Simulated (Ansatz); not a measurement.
Data:

Starting cell, Na (bcc, W type):

```yaml
crystal:
  lattice:
    - [-4.19680, 4.19680, 4.19680]
    - [0.00000, 0.00000, 4.19680]
    - [0.00000, 4.19680, 0.00000]
  atoms:
    - { symbol: Na, position: [0.00000, 0.00000, 0.00000] }
    - { symbol: Na, position: [0.50000, 0.00000, 0.00000] }
```

A phonon eigenvector at H = (0.5, 0.5, 0.5) is frozen into this cell: atom i moves by Q times the vector below, so Q is the largest atomic displacement, in Å. The cell is held. It is one choice among 3 degenerate patterns. (q is in reciprocal vectors of the primitive cell; the cell shown is doubled to hold the pattern.)

```tsv
atom	x	y	z
Na1	0.000	0.000	-1.000
Na2	0.000	0.000	1.000
```

These are PBE (plane waves to 420 eV, PAW, scalar-relativistic; Ansatz, a first-principles code) values and carry that method's errors. k mesh 16×16×16 (Γ-centred), Fermi-Dirac smearing 0.05 eV. Energies are smeared free energies. With partly filled bands, energies and forces of such displacements shift with the k mesh and the smearing. Na was relaxed with its symmetry unable to fall. The PAW data are Ansatz's earlier set. The zero of ΔE is the undisplaced structure.

The scan covers Q from -0.280 to 0.280 Å in 13 points.

### Question
Which space group does the distorted structure have?

### Answer
P4/nmm (No. 129), lowered from Im-3m.

### Question
What is the energy change at Q = 0.280 Å?

### Answer
97 meV/cell.

### Question
What harmonic wavenumber does the curvature at Q = 0 give?

### Answer
124 cm⁻¹.

(A displaced cell: forces are minus the slopes of the energy, force constants its curvatures, and phonons follow from these.)
